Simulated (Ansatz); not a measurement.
TiC:
```yaml
crystal:
  lattice:
    - [0.00000, 2.16426, 2.16426]
    - [2.16426, 0.00000, 2.16426]
    - [2.16426, 2.16426, 0.00000]
  atoms:
    - { symbol: Ti, position: [0.00000, 0.00000, 0.00000] }
    - { symbol: C, position: [0.50000, 0.50000, 0.50000] }
```

Relaxed with r²SCAN.

**Question.** Map the electron localisation function on the plane through (0.000, 0.000, 0.000) spanned by u = [1, 0, 0] and v = [0, 1, -1] in lattice vectors, from plane-wave PAW r²SCAN (Ansatz code).

**Answer.** x is the fraction of u, y of v (the angle between them is 90°; rows are the nearest grid lines); atoms in the plane: Ti at (0.00, 0.00), C at (0.50, 0.50).
```
|*#@%+. .:. .+%@#*|
|#%@%+..:-:..+%@%#|
|@@@#-.-+*+-.-#@@@|
|%%#+:-*%@%*-:+#%%|
|++-:-*@@@@@*-:-++|
|...-*@@@@@@@*-...|
| .-*@@@#+#@@@*-. |
|.:+%@@*: :*@@%+:.|
|:-*@@@+   +@@@*-:|
|.:+%@@*: :*@@%+:.|
| .-*@@@#+#@@@*-. |
|...-*@@@@@@@*-...|
|++-:-*@@@@@*-:-++|
|%%#+:-*%@%*-:+#%%|
|@@@#-.-+*+-.-#@@@|
|#%@%+..:-:..+%@%#|
|*#@%+. .:. .+%@#*|
```
Scale: ten equal steps from 0.010 (start of ' ') to 0.802 (end of '@'), in the order ' .:-=+*#%@'; x runs from 0.000 to 1.00, y from 0.000 (bottom) to 1.00 (top).

The density is the valence pseudo-density with augmentation charge, so density and ELF within about 1 Å of a nucleus are not all-electron values.

Space group Fm-3m (rock salt). Symmetry was held in the r²SCAN relaxation; of distortions, only those at the zone centre were tested. No spin polarisation was allowed.

Potentials: the earlier of the program's two PAW sets.
